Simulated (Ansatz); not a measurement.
Ta:
```
Ta
1.0
   -1.65951     1.65951     1.65951
    1.65951    -1.65951     1.65951
    1.65951     1.65951    -1.65951
Ta
1
Direct
  0.00000   0.00000   0.00000
```

Relaxed with PBE. Special points in fractions of this cell's reciprocal vectors: Γ (0.000, 0.000, 0.000); H (0.500, -0.500, 0.500); N (0.000, 0.000, 0.500); P (0.250, 0.250, 0.250).

Problem. List the band energies nearest the Fermi level at these points for DFT-PBE in the program Ansatz with PAW potentials.

Solution. In eV from the Fermi level; about four levels below and three above (degenerate sets whole), none deeper than 8.9 eV; points with the same levels are listed once.

```json
[
 {"k": "Γ", "below": "-7.86", "above": "0.73 0.73 0.73"},
 {"k": "H", "below": "-3.72 -3.72", "above": "6.72 6.72 6.72"},
 {"k": "N", "below": "-4.32 -1.50", "above": "1.52 3.83 4.84"},
 {"k": "P", "below": "-1.22 -1.22 -1.22", "above": "5.01 5.01 6.91"}
]
```

Space group Im-3m (bcc (W type)). The cell was relaxed with PBE under the symmetry of its start. The run is not spin-polarised. Scalar-relativistic: spin–orbit coupling is off unless named, which matters more the heavier the elements.

Potentials: the earlier of the program's two PAW sets.
